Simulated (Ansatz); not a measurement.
Relaxing TiSb$_{2}$

These are results of DFT PBEsol, scalar-relativistic, plane waves, PAW (Ansatz 0.2.0), not measurements. (420 eV cutoff, 6×6×6 k-mesh, Gaussian smearing of 0.10 eV, no spin polarisation)

What was changed: biaxial strain in the a-b plane, c and atoms relaxed: -2.0 %.

Command:

```bash
ansatz run input.yaml --threads 1 --pin off --max-ram 2560MiB --backend cpu --events-out ev --progress --plain --runs-dir out
```

Input:

```yaml
crystal:
  lattice:
    - [6.5023382597, 0.0, 0.0]
    - [0.0, 6.5023382597, 0.0]
    - [0.0, 0.0, 5.7826202536]
  atoms:
    - { symbol: Ti, position: [0.0, 0.0, 0.25] }
    - { symbol: Ti, position: [0.0, 0.0, 0.75] }
    - { symbol: Ti, position: [0.5, 0.5, 0.75] }
    - { symbol: Ti, position: [0.5, 0.5, 0.25] }
    - { symbol: Sb, position: [0.1531490739, 0.6531490739, 0.0] }
    - { symbol: Sb, position: [0.3468509261, 0.1531490739, 0.0] }
    - { symbol: Sb, position: [0.3468509261, 0.8468509261, 0.5] }
    - { symbol: Sb, position: [0.1531490739, 0.3468509261, 0.5] }
    - { symbol: Sb, position: [0.6531490739, 0.1531490739, 0.5] }
    - { symbol: Sb, position: [0.8468509261, 0.6531490739, 0.5] }
    - { symbol: Sb, position: [0.8468509261, 0.3468509261, 0.0] }
    - { symbol: Sb, position: [0.6531490739, 0.8468509261, 0.0] }
basis:
  ecutwfc: 420
kpoints:
  mp_grid: { grid: [6, 6, 6] }
hamiltonian:
  xc: pbesol
scf:
  occupations: { method: gaussian, width: 0.1 }
output:
  forces: true
  stress: true
  eigenvalues: true
relax:
  adjacent_minimum: "off"
  f_tol: 0.008
  max_steps: 40
  cell: { stress_tol: 0.015, fix: [a, b, gamma] }
```

F is the free energy. Steps run on the plane waves of an earlier cell, but the last one, and at times one on the way, on a freshly chosen basis, so a repeated geometry can differ a little in energy. The held parts of the cell keep their stress, so P needn't end at zero.

Steps:

```
step F − F(1) (eV) largest force component (eV/Å) V (Å³/atom) P (GPa)
   1         0.0000                           0.029       20.374     3.42
   2         0.0067                           0.095       20.644     2.10
   3        -0.0039                           0.003       20.500     2.80
   4        -0.0044                           0.003       20.500     2.80
```

Relaxed structure:

```cif
data_structure
_symmetry_space_group_name_H-M 'P 1'
_symmetry_Int_Tables_number 1
_cell_length_a 6.5023
_cell_length_b 6.5023
_cell_length_c 5.8183
_cell_angle_alpha 90.000
_cell_angle_beta 90.000
_cell_angle_gamma 90.000
_cell_volume 246.00
loop_
_atom_site_label
_atom_site_type_symbol
_atom_site_fract_x
_atom_site_fract_y
_atom_site_fract_z
_atom_site_occupancy
Ti1 Ti 0.00000 0.00000 0.25000 1
Ti2 Ti 0.00000 0.00000 0.75000 1
Ti3 Ti 0.50000 0.50000 0.75000 1
Ti4 Ti 0.50000 0.50000 0.25000 1
Sb1 Sb 0.15351 0.65351 0.00000 1
Sb2 Sb 0.34649 0.15351 0.00000 1
Sb3 Sb 0.34649 0.84649 0.50000 1
Sb4 Sb 0.15351 0.34649 0.50000 1
Sb5 Sb 0.65351 0.15351 0.50000 1
Sb6 Sb 0.84649 0.65351 0.50000 1
Sb7 Sb 0.84649 0.34649 0.00000 1
Sb8 Sb 0.65351 0.84649 0.00000 1
```

The structure is tetragonal, space group I4/mcm (No. 140). Conventional cell: a = 6.502 Å, b = 6.502 Å, c = 5.818 Å, α = 90.00°, β = 90.00°, γ = 90.00°. Around Ti (site symmetry 422) lie 8 Sb at 2.86 Å and 2 Ti at 2.91 Å. Around Sb (site symmetry m2m) lie 1 Sb at 2.82 Å and 4 Ti at 2.86 Å.

The run converged. It took 4 min on 1 thread of Intel(R) Xeon(R) Platinum 8259CL CPU @ 2.50GHz (Skylake/Cascade Lake) (shared host), peak memory 1.1 GiB.